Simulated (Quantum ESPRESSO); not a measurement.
## Band energies of SnS$_{2}$

```
CELL_PARAMETERS angstrom
      3.67071     0.00000     0.00000
     -1.83535     3.17893     0.00000
      0.00000     0.00000     5.79932
ATOMIC_POSITIONS crystal
  S  0.33333 0.66667 0.25473
  S  0.66667 0.33333 0.74527
  Sn 0.00000 0.00000 0.00000
```

norm-conserving PBE (stringent potentials; Quantum ESPRESSO, 102 Ry, without SOC); path ΓMKΓALHA,LM,KH; energies in eV from the valence-band maximum.

```
k (1/Å)  point  band 13  band 14  band 15  band 16  band 17  band 18  band 19  band 20
-------  -----  -------  -------  -------  -------  -------  -------  -------  -------
0.00         Γ    -0.76    -0.76    -0.53    -0.53    -0.01     1.67     3.49     5.27
0.33              -2.63    -1.54    -1.52    -0.26    -0.07     2.66     4.30     5.29
0.77              -4.18    -2.94    -2.52    -0.86    -0.36     1.76     4.43     5.92
0.99         M    -4.37    -2.88    -2.66    -1.20    -0.40     1.59     4.32     5.76
1.10              -4.33    -2.86    -2.79    -1.21    -0.60     1.70     4.58     5.61
1.56         K    -3.58    -3.58    -3.24    -1.59    -1.59     1.77     6.83     6.83
1.97              -3.83    -3.51    -1.90    -1.69    -0.55     2.27     6.01     6.12
2.29              -2.90    -2.61    -0.94    -0.87    -0.07     2.75     4.99     5.02
2.70         Γ    -0.76    -0.76    -0.53    -0.53    -0.01     1.67     3.49     5.27
3.13              -1.86    -0.86    -0.86    -0.38    -0.38     2.82     3.56     4.99
3.24         A    -2.06    -0.87    -0.87    -0.36    -0.36     2.91     3.56     4.97
3.46              -2.05    -1.45    -1.15    -0.87    -0.39     2.81     4.20     5.31
3.90              -4.13    -2.15    -1.82    -1.16    -0.69     1.70     4.83     5.96
4.23         L    -4.90    -2.46    -1.85    -0.86    -0.82     1.35     4.55     5.40
4.69              -4.33    -4.08    -3.43    -0.47    -0.37     2.78     5.20     5.26
4.80         H    -4.18    -4.18    -3.68    -0.39    -0.39     2.89     5.19     5.19
5.09              -4.34    -3.66    -2.87    -0.66    -0.51     2.64     5.11     5.74
5.37              -3.50    -2.67    -1.88    -0.98    -0.82     2.52     5.15     6.22
5.75              -2.04    -1.28    -1.18    -0.69    -0.41     2.86     4.06     5.25
5.94         A    -2.06    -0.87    -0.87    -0.36    -0.36     2.91     3.56     4.97
5.94         L    -4.90    -2.46    -1.85    -0.86    -0.82     1.35     4.55     5.40
6.03              -4.87    -2.47    -1.96    -0.81    -0.79     1.31     4.55     5.49
6.30              -4.52    -2.68    -2.61    -0.99    -0.50     1.42     4.36     6.03
6.48         M    -4.37    -2.88    -2.66    -1.20    -0.40     1.59     4.32     5.76
6.48         K    -3.58    -3.58    -3.24    -1.59    -1.59     1.77     6.83     6.83
6.59              -3.66    -3.66    -3.28    -1.46    -1.46     1.87     6.64     6.64
7.03         H    -4.18    -4.18    -3.68    -0.39    -0.39     2.89     5.19     5.19
```

The PBE gap is indirect, 1.26 eV, from 82 % of the way from K to Γ to 33 % of the way from L to M; the smallest direct gap is 1.68 eV. Another valence extremum on the path lies within 0.02 eV, too close to call.

Spin-orbit splittings are left out.

Geometry relaxed with PBE+D3(BJ).
